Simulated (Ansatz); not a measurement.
# W: a vibration from a frozen displacement

All numbers below come from DFT PBEsol, scalar-relativistic, plane waves, PAW (Ansatz 0.2.0). Cutoff 420 eV, Γ-centred 14×14×14 k-points, Gaussian smearing of 0.15 eV. Spin–orbit coupling is left out, which matters for the heavy elements here. No spin polarisation. Energies are free energies at this smearing, counted from the undisturbed cell; pressure is positive in compression.

The undisturbed cell (relaxed at this level; with this scan's settings it stands at -0.1 GPa):

```
W
1.0
    -3.15436   -3.15436    3.15436
    -3.15436    3.15436   -3.15436
     3.15436   -3.15436   -3.15436
W
8
Direct
  0.50000 0.50000 0.50000
  0.00000 0.50000 0.50000
  0.50000 0.00000 0.50000
  0.00000 0.00000 0.50000
  0.50000 0.50000 0.00000
  0.00000 0.50000 0.00000
  0.50000 0.00000 0.00000
  0.00000 0.00000 0.00000
```

Atom 1 (W) is moved by x along the Cartesian unit vector (0.577, 0.577, -0.577); the cell and all other atoms stay fixed. The cell's volume is 125.54 Å³; the moved atoms weigh 183.840 u together and the others 1286.880 u.

| x (Å) | ΔE (meV/cell) | total force on the moved atoms along the move (eV/Å) | pressure (GPa) |
| --- | --- | --- | --- |
| -0.1000 | 88.98 | 1.7728 | 0.2906 |
| -0.0333 | 9.90 | 0.5944 | -0.0415 |
| 0.0000 | 0.00 | 0.0000 | -0.0829 |
| 0.0667 | 39.68 | -1.1875 | 0.0833 |

Task: What frequency belongs to this motion?

Result: The force constant is k = −dF/dx = 17.835 eV/Å², from the parabola through x = -0.0333, 0 and 0.0667. In every cell the moved atoms swing against the rest, so the mass is μ = m₁m₂/(m₁ + m₂) = 160.860 u, and ν̃ = 521.5 cm⁻¹ × √(|k|/μ) = 174 cm⁻¹. The pattern needn't be a normal mode: ν̃² is then a weighted mean of the squared nonzero frequencies at the zone centre of this cell, so it lies between the lowest and the highest of them.

Task: How far does the harmonic law reach?

Result: At x = -0.100 Å, kx²/2 = 89.18 meV against the computed 88.98 meV (-0.2 %): the well is still close to harmonic there.

In a metal these slopes depend on the k mesh and the smearing.

Cost: 4 runs of about 4.5 core-minutes in all, on Intel Xeon 6975P-C (Granite Rapids) (shared hosts).